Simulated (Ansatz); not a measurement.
# CO (P2_13), ideal shear of a crystal plane

The calculation used DFT PBEsol, scalar-relativistic, plane waves, PAW (Ansatz 0.2.0). The runs took a 420 eV cutoff, a Γ-centred 4×4×2 mesh and Gaussian smearing (0.05 eV). No spin polarisation. Energies are free energies at this smearing, counted from the undisturbed cell; pressure is positive in compression.

Zero of the scan (relaxed at this level; it needn't be the usual structure):

```xyz
16
Lattice="0.0000 -5.9526 0.0000 0.0000 0.0000 -5.9526 11.9053 0.0000 0.0000" Properties=species:S:1:pos:R:3 pbc="T T T"
C     1.2777   -0.2104   -0.2104
C     7.2304   -0.2104   -0.2104
C    10.6276   -5.7422   -3.1868
C     4.6749   -5.7422   -3.1868
C    10.2067   -2.7659   -5.7422
C     4.2540   -2.7659   -5.7422
C     7.6512   -3.1868   -2.7659
C     1.6986   -3.1868   -2.7659
O     7.8843   -5.5091   -5.5091
O     1.9317   -5.5091   -5.5091
O     9.9736   -0.4435   -2.5328
O     4.0209   -0.4435   -2.5328
O    10.8607   -3.4199   -0.4435
O     4.9080   -3.4199   -0.4435
O     1.0446   -2.5328   -3.4199
O     6.9973   -2.5328   -3.4199
```

The cell holds molecules and no dispersion correction was added, so their binding is poorly described.

The cut lies on the cell's a–b face, a (1 0 0) plane (indices in the standard cell, whose axes needn't be the Cartesian ones shown) of area 35.43 Å², between layers 2.09 Å apart. Vector c is tilted by f times 1·a + 0·b (length 5.953 Å) with the atoms' Cartesian places fixed: one unrelaxed fault a cell. The traction is dγ/du, the slope of γ against the slip u in Å.

```csv
f,γ (mJ/m²),traction (GPa)
0.0000,0,0.0
0.1000,7,0.2
0.2000,37,0.9
0.3000,119,1.9
0.4000,244,2.0
0.5000,318,0.2
0.6000,259,-2.0
0.7000,129,-2.0
0.8000,40,-1.0
0.9000,7,-0.3
```

Task: Read off the first barrier and the stress needed to climb it, and compare with Frenkel's sinusoid.

Result: The traction changes sign between f = 0.500 and 0.600, so by linear interpolation the first maximum lies at f = 0.509, a slip of 3.03 Å, with γ ≈ 319 mJ/m², which stands in for the unstable fault energy γ_us, and the steepest sampled slope before it is 2.0 GPa. A sinusoid γ = γ_us sin²(πu/λ) with its maximum there has λ = 6.06 Å and a largest slope πγ_us/λ = 1.7 GPa (1 mJ/m² per Å = 0.01 GPa).

Task: Is there a metastable fault on this line?

Result: Apart from points where γ returns to about zero, no local minimum shows among the samples, so at this sampling the line offers no fault for a dislocation to split on; a fault can still lie off the line.

The cut is rigid; relaxing the faces lowers these energies and usually the stresses.

Cost: 10 runs of about 4.6 core-minutes in all, on Arm Neoverse V2 (shared hosts).